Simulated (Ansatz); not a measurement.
CdSe (zinc blende)

```xyz
2
Lattice="0.0000 3.0409 3.0409 3.0409 0.0000 3.0409 3.0409 3.0409 0.0000" Properties=species:S:1:pos:R:3 pbc="T T T"
Se     4.5614     4.5614     4.5614
Cd     0.0000     0.0000     0.0000
```

In this cell atom 2 (Cd, nearest neighbour Se at 2.634 Å; its periodic images, 4.3 Å or more away, move with it) is moved by u·(0.707, 0.707, 0.000) + v·(0.000, 0.000, 1.000); the rest is frozen.

All values below come from PBEsol (plane waves to 420 eV, PAW, scalar-relativistic; Ansatz, an electronic-structure program). k mesh 8×8×8 (Γ-centred), Fermi-Dirac smearing 0.05 eV. Points where atoms come too close for the PAW data are left out (x in tables, blank in figures). Fu and Fv are the components of the force on the atom. CdSe was relaxed with its symmetry unable to fall.

Changes of Fv (eV/Å) from the point u = 0.000 Å, v = 0.000 Å when one coordinate moves alone (two changes are said to add if the coupling is within 5 % of the smaller one, nearly so within 20 %):

| point | change |
|---|---|
| u = 0.000 Å, v = -0.660 Å | 2.463 |
| u = 0.000 Å, v = -0.440 Å | 1.871 |
| u = 0.000 Å, v = -0.220 Å | 1.014 |
| u = -0.660 Å, v = 0.000 Å | 4.765 |
| u = -0.440 Å, v = 0.000 Å | 1.867 |
| u = -0.220 Å, v = 0.000 Å | 0.431 |
| u = 0.220 Å, v = 0.000 Å | 0.431 |
| u = 0.440 Å, v = 0.000 Å | 1.867 |
| u = 0.660 Å, v = 0.000 Å | 4.765 |
| u = 0.000 Å, v = 0.220 Å | -1.014 |
| u = 0.000 Å, v = 0.440 Å | -1.871 |
| u = 0.000 Å, v = 0.660 Å | -2.463 |

Task: Do the two effects add at u = 0.660 Å, v = 0.220 Å? Give the computed change.

Result: The sum of the single changes is 4.765 + (-1.014) = 3.751; the calculation gives 1.854, so the coupling contributes -1.897 (over 20 % of the smaller single change, not additive).

Task: Do the two effects add at u = 0.440 Å, v = -0.220 Å? Give the computed change.

Result: The sum of the single changes is 1.867 + (1.014) = 2.881; the calculation gives 3.941, so the coupling contributes 1.060 (over 20 % of the smaller single change, not additive).

Task: What is the change at u = -0.440 Å, v = -0.440 Å, where both move, and how far is it from the sum?

Result: The sum of the single changes is 1.867 + (1.871) = 3.738; the calculation gives 6.123, so the coupling contributes 2.385 (over 20 % of the smaller single change, not additive).

(A displaced cell: forces are minus the slopes of the energy, force constants its curvatures, and phonons follow from these.)
